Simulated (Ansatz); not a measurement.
BeSe:
```yaml
crystal:
  lattice:
    - [0.00000, 2.58886, 2.58886]
    - [2.58886, 0.00000, 2.58886]
    - [2.58886, 2.58886, 0.00000]
  atoms:
    - { symbol: Be, position: [0.50000, 0.50000, 0.50000] }
    - { symbol: Se, position: [0.75000, 0.75000, 0.75000] }
```

Relaxed with PBE. Special points in fractions of this cell's reciprocal vectors: Γ (0.000, 0.000, 0.000); X (0.500, 0.000, 0.500); U (0.625, 0.250, 0.625); K (0.375, 0.375, 0.750); L (0.500, 0.500, 0.500); W (0.500, 0.250, 0.750).

Task: List the band energies nearest the valence-band maximum at these points for PBE in the plane-wave PAW code Ansatz.

Result: In eV from the valence-band maximum; about four levels below and three above (degenerate sets whole), none deeper than 8.9 eV; points with the same levels are listed once.

| k | below | above |
|---|---|---|
| Γ | 0.00 0.00 0.00 | 4.22 5.02 5.02 5.02 |
| X | -4.97 -2.58 -2.58 | 2.67 4.22 11.56 11.56 |
| U | -4.56 -3.91 -2.16 | 3.78 6.80 9.62 |
| L | -5.58 -1.05 -1.05 | 4.27 5.98 5.98 |
| W | -4.33 -3.70 -3.20 | 6.13 7.07 7.39 |

Space group F-43m (zinc blende). The cell was relaxed with PBE under the symmetry of its start. The volume moved by 28 % from the start of the relaxation. Scalar-relativistic: spin–orbit coupling is off unless named, which matters more the heavier the elements.

Potentials: the later of the program's two PAW sets.
